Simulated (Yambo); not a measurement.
Here is the system:

```
Cs2LiLuCl6
1.0
    0.00000     5.27093     5.27093
    5.27093     0.00000     5.27093
    5.27093     5.27093     0.00000
Li Cl Cs Lu
1 6 2 1
Direct
  0.50000   0.50000   0.50000
  0.75384   0.24616   0.24616
  0.24616   0.75384   0.75384
  0.24616   0.75384   0.24616
  0.75384   0.24616   0.75384
  0.24616   0.24616   0.75384
  0.75384   0.75384   0.24616
  0.75000   0.75000   0.75000
  0.25000   0.25000   0.25000
  0.00000   0.00000   0.00000
```

Workflow: PBEsol (Quantum ESPRESSO, PseudoDojo norm-conserving, 100 Ry, no spin-orbit coupling), then G0W0 in Yambo (2×2×2 Γ-centred k mesh, bands 3 to 310 and a 6 Ry block in the screening, 310 bands in G with the Bruneval-Gonze terminator, plasmon pole fitted at 27.2 eV).

**Question.** Give the PBEsol and G0W0 gaps between the band edges found on this mesh, and say where the edges lie.

**Answer.** Edges: Γ → Γ. PBEsol: 5.23 eV; G0W0: 7.94 eV. Nearest settings tried, and what they do to the gap: 203 bands in W, 203 bands in G: +33 meV; 3 Ry block (181 vectors against 537): -365 meV; 1×1×1 mesh: -195 meV. So the settings aren't converged at that level. The k mesh is coarse. The 4f states are in the valence at their DFT position.

Geometry of the Materials Project entry, not relaxed at this level.

The structure is a Materials Project entry; no match was found in the copy of COD used, and its stability was not checked.
